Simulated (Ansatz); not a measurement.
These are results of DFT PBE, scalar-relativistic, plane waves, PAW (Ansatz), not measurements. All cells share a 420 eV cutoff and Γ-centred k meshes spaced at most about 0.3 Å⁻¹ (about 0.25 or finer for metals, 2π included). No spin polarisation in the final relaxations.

Temperature and zero-point effects are left out.

Two forms of MgSi3N were relaxed alike.

A.

```cif
data_structure
_symmetry_space_group_name_H-M 'P6/mmm'
_symmetry_Int_Tables_number 191
_cell_length_a 4.9917
_cell_length_b 4.9917
_cell_length_c 3.9891
_cell_angle_alpha 90.000
_cell_angle_beta 90.000
_cell_angle_gamma 120.000
_cell_volume 86.08
loop_
_atom_site_label
_atom_site_type_symbol
_atom_site_symmetry_multiplicity
_atom_site_Wyckoff_symbol
_atom_site_fract_x
_atom_site_fract_y
_atom_site_fract_z
_atom_site_occupancy
Mg1 Mg 1 a 0.00000 0.00000 0.00000 1
Si1 Si 3 g 0.50000 0.00000 0.50000 1
N1 N 1 b 0.00000 0.00000 0.50000 1
```

B.

```cif
data_structure
_symmetry_space_group_name_H-M 'P4mm'
_symmetry_Int_Tables_number 99
_cell_length_a 4.1979
_cell_length_b 4.1979
_cell_length_c 4.0695
_cell_angle_alpha 90.000
_cell_angle_beta 90.000
_cell_angle_gamma 90.000
_cell_volume 71.72
loop_
_atom_site_label
_atom_site_type_symbol
_atom_site_symmetry_multiplicity
_atom_site_Wyckoff_symbol
_atom_site_fract_x
_atom_site_fract_y
_atom_site_fract_z
_atom_site_occupancy
Mg1 Mg 1 a 0.00000 0.00000 0.98899 1
Si1 Si 2 c 0.00000 0.50000 0.47884 1
Si2 Si 1 b 0.50000 0.50000 0.12986 1
N1 N 1 b 0.50000 0.50000 0.69608 1
```

**Question.** Which would you expect to be lower, and how large is the difference?

**Answer.** B is lower, by 219 meV/atom. A has space group P6/mmm (No. 191), 17.2 Å³/atom and no gap on its mesh; B has space group P4mm (No. 99), 14.3 Å³/atom and no gap. Counting Mg or Si atoms around N (for each partner element, those within 1.25 times its shortest distance or 1.15 times the sum of covalent radii, where it is the nearest in units of that sum or under 1.3), A has N 2 and B has N 1. A and B both hold Si–Si nets. The denser one is the lower, and pressure would at first widen the difference. Even the lower one lies +0.50 eV/atom against the reference forms of the elements (uncorrected), so neither is stable at this level. In A, Mg is surrounded by 2 N at 1.99 Å; around Si lie 2 N at 2.50 Å and 4 Si at 2.50 Å; N has 2 Mg at 1.99 Å and 6 Si at 2.50 Å. In B, around Mg lie 12 Si at 2.89–3.02 Å and 4 N at 3.20 Å; Si on a site of symmetry 2mm has 2 N at 2.28 Å, 2 Si at 2.53 Å, 4 Mg at 2.89–2.95 Å and 4 Si at 2.97 Å; N has 1 Si at 1.77 Å, 5 Si at 2.28–2.30 Å and 4 Mg at 3.20 Å; 1 more site not described. Both come from invented guesses. A third cell relaxed alike, in Pm, lies 0.54 eV/atom below the lower of the two; the P6/mmm cell fell into it when its atoms were moved at random.

Cells relaxed within their symmetry can be saddle points.
